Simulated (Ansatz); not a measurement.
# Al3InAs4: rattling a relaxed structure

It was reached by relaxing an invented guess, and it needn't be the stable form of this composition.

Theory: DFT PBE, scalar-relativistic, plane waves, PAW (Ansatz). Cutoff 420 eV; k points 8×8×8 on the computed 8-atom cell (Γ-centred); Gaussian smearing, width 0.02 eV; no spin polarisation.

The cell below (8 atoms, space group I-42m (No. 121)) is relaxed within its symmetry.

```xyz
8
Lattice="-2.9187 2.9187 5.8285 2.9187 -2.9187 5.8285 2.9187 2.9187 -5.8285" Properties=species:S:1:pos:R:3 pbc="T T T"
Al    0.0000    2.9187    2.9142
Al    0.0000    0.0000    5.8285
Al    2.9187    0.0000    2.9142
In    0.0000    0.0000    0.0000
As   -1.3807    1.3807    7.3500
As    1.3807    1.3807    4.3069
As    1.3807   -1.3807    7.3500
As    1.5380    1.5380   -1.5216
```

For the test it was strained at random (σ = 1.5 % a component), the atoms were moved at random (σ = 0.05 Å), and all was relaxed again on a coarse 4×4×4 mesh (in the run’s order of axes) with 0.10 eV smearing, with no symmetry imposed.

Task: Is the structure stable against such a distortion?

Result: It returns, within 1 meV/atom of the unmoved cell on that mesh and with the same symmetry when read at 0.1 Å (Cm at 0.01 Å, so small strains and shifts remain). So it is stable against the distortions that fit this cell and that this random move excites. Modes that don't fit the cell aren't tested.
